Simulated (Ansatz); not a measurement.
The relaxed structure here is a generated cell of SnO: the first start was made by placing the elements on the sites of a structure type, and the end was not matched to a known phase here, so it may be hypothetical. Known forms of SnO include space group No. 129.

A relaxed cell of SnO (F-43m (No. 216)), relaxed on a k-mesh at least as fine as the one used below. Computed with PBEsol (plane waves to 420 eV, PAW, scalar-relativistic; Ansatz, an electronic-structure program). Γ-centred k-mesh 7×7×4 on the run's cell (coarser than for final values), Fermi–Dirac smearing 0.05 eV.

```xyz
4
Lattice="0.0000 2.6874 2.6874 2.6874 0.0000 2.6874 5.3748 5.3748 0.0000" Properties=species:S:1:pos:R:3 pbc="T T T"
O      1.3437     1.3437     1.3437
O      4.0311     4.0311     1.3437
Sn     0.0000     0.0000     0.0000
Sn     5.3748     2.6874     2.6874
```

The atoms are displaced by (Å):

| atom | ux | uy | uz |
|---|---|---|---|
| O1 | 0.021 | -0.052 | -0.012 |
| O2 | -0.002 | 0.031 | 0.049 |
| Sn3 | -0.078 | -0.011 | -0.013 |
| Sn4 | 0.032 | 0.056 | -0.059 |

**Question.** What forces (eV/Å) and pressure result?

**Answer.** 
| atom | Fx | Fy | Fz |
|---|---|---|---|
| O1 | -0.11 | 0.15 | -0.13 |
| O2 | -0.06 | -0.04 | -0.07 |
| Sn3 | 0.48 | 0.17 | -0.26 |
| Sn4 | -0.31 | -0.29 | 0.47 |

Pressure +0.2 GPa.

The undisplaced cell is probably no minimum: from this displacement the run went on to R3m (No. 160), 0.15 eV/atom below it.

No spin polarisation in the result.
